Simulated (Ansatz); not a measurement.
# Computed scan of one atom of the cell: Bi2Te3 (Bi2Te3 type, space group R-3m)

Bi2Te3 (Bi2Te3 type, space group R-3m)

```xyz
5
Lattice="2.1578 1.2458 9.8741 -2.1578 1.2458 9.8741 0.0000 -2.4916 9.8741" Properties=species:S:1:pos:R:3 pbc="T T T"
Bi     0.0000     0.0000    11.8703
Bi     0.0000     0.0000    17.7519
Te     0.0000     0.0000     0.0000
Te     0.0000     0.0000     6.1438
Te     0.0000     0.0000    23.4784
```

Scan: atom 1 (Bi, nearest neighbour Te at 3.036 Å; its periodic images, 4.3 Å or more away, move with it) is displaced along Cartesian z, direction (0.000, 0.000, 1.000) in Cartesian axes, by s. The other atoms stay.

Method: PBEsol-D3(BJ) (plane waves to 420 eV, PAW, scalar-relativistic; Ansatz, a first-principles code). k mesh 7×7×7 (Γ-centred), Fermi-Dirac smearing 0.05 eV. E stands for the smeared free energy. Stress and pressure are positive under compression. F∥ is the force on the atom along that direction. Bi2Te3 was relaxed with its symmetry unable to fall. Spin-orbit coupling is left out, though Bi and Te are heavy. The PAW data are Ansatz's earlier set. The zero of ΔE is the undisplaced structure.

```
s (Å)   ΔE (eV/cell)  F∥ (eV/Å)  P (GPa)
------  ------------  ---------  -------
-0.300         0.329      2.142     0.04
-0.240         0.213      1.743    -0.10
-0.180         0.120      1.326    -0.17
-0.120         0.054      0.893    -0.18
-0.060         0.013      0.449    -0.12
0.000          0.000     -0.003     0.01
0.060          0.014     -0.459     0.19
0.120          0.055     -0.917     0.44
0.180          0.124     -1.374     0.74
0.240          0.220     -1.824     1.11
0.300          0.343     -2.263     1.52
```

Read from the data:

- Energy at s = 0.300 Å: 343 meV/cell
- Force along the line at s = -0.300 Å: 2.14 eV/Å
- Symmetry of the curve: not even: the positive side lies higher at ±0.300 Å
- Shape of the curve: a single well with its minimum at or next to zero displacement
- Force constant k = d²E/ds² at s = 0 (finite differences): 7.58 eV/Å²
- Harmonic estimate at the end of the scan: ½ks² = 341 meV/cell against the computed 343 meV/cell, so the well is close to harmonic there

The 11 points together took about 4 core-minutes (a rough figure).

(A displaced cell: forces are minus the slopes of the energy, force constants its curvatures, and phonons follow from these.)
